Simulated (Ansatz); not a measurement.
# Kick test of a cell of BeTe₂

The structure comes from a proposed guess, relaxed at this level; another structure or a mixture of phases may lie lower.

Computed with DFT PBE, scalar-relativistic, plane waves, PAW (Ansatz). Plane waves to 420 eV, a k mesh through Γ of 10×10×10 on the computed 6-atom cell and Gaussian smearing (0.01 eV); no spin polarisation.

The cell below (6 atoms, space group Ibam (No. 72)) is relaxed within its symmetry.

```
Be Te
1.0
    -2.30032    5.00066    3.40112
     2.30032   -5.00066    3.40112
     2.30032    5.00066   -3.40112
Be Te
2 4
Direct
  0.75000 0.75000 0.00000
  0.25000 0.25000 0.00000
  0.38535 0.80588 0.19122
  0.88535 0.69412 0.57947
  0.11465 0.30588 0.42053
  0.61465 0.19412 0.80878
```

For the test a repeat of it with 12 atoms (edges 6.47, 6.47, 8.21 Å) was strained at random (σ = 1.5 % a component), the atoms were moved at random (σ = 0.10 Å), and all was relaxed again on a coarse 4×4×4 mesh (in the run’s order of axes) with 0.20 eV smearing, with no symmetry imposed.

Weakly bound directions are ill-defined at this level, which has no dispersion term. Spin–orbit coupling, which can matter for Te, is left out.

Task: Does it come back?

Result: It returns, within 1 meV/atom of the unmoved cell on that mesh and with the same symmetry when read at 0.1 Å (C2/m at 0.01 Å, so small strains and shifts remain). So it is stable against the distortions that fit this cell and that this random move excites. Modes that don't fit the cell aren't tested.
